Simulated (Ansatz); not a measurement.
CaCo$_{2}$Si$_{2}$:
```
CaCo2Si2
1.0
   -1.93256     1.93256     4.94257
    1.93256    -1.93256     4.94257
    1.93256     1.93256    -4.94257
Ca Co Si
1 2 2
Direct
  0.00000   0.00000   0.00000
  0.25000   0.75000   0.50000
  0.75000   0.25000   0.50000
  0.63370   0.63370   0.00000
  0.36630   0.36630   0.00000
```

Relaxed with r²SCAN. Special points in fractions of this cell's reciprocal vectors: Γ (0.000, 0.000, 0.000); X (0.000, 0.000, 0.500); P (0.250, 0.250, 0.250); N (0.000, 0.500, 0.000); M (0.500, 0.500, -0.500); S (0.288, 0.712, -0.288); S0 (-0.288, 0.288, 0.288); R (-0.076, 0.076, 0.500); G (0.500, 0.500, -0.076).

List the band energies nearest the Fermi level at these points for the program Ansatz at the r²SCAN level (PAW).

In eV from the Fermi level; about four levels below and three above (degenerate sets whole), none deeper than 8.9 eV; points with the same levels are listed once.

```tsv
k	below	above
Γ	-1.00 -0.88 -0.36 -0.36	0.04 1.14 2.91 2.91
X	-1.26 -1.05 -1.04 -0.68	0.43 0.57 3.16
P	-1.05 -1.05 -1.01 -1.01	0.52 0.52 2.91
N	-1.74 -1.72 -1.19 -0.66	1.09 2.03 2.45
M	-1.77 -0.98 -0.25 -0.25	0.04 1.00 2.00
S	-1.78 -1.60 -1.54 -1.45	0.61 0.69 1.03
R	-1.30 -1.06 -1.00 -0.28	0.43 0.75 3.16
```

Space group I4/mmm. The first step of the workflow began from a Materials Project structure, measured or hypothetical; the Crystallography Open Database copy checked does not list it. Its standing as an ambient phase is unchecked. Symmetry was held in the r²SCAN relaxation; whether a distortion lowers the energy is not shown. The run is not spin-polarised.

Potentials: the later of the program's two PAW sets.
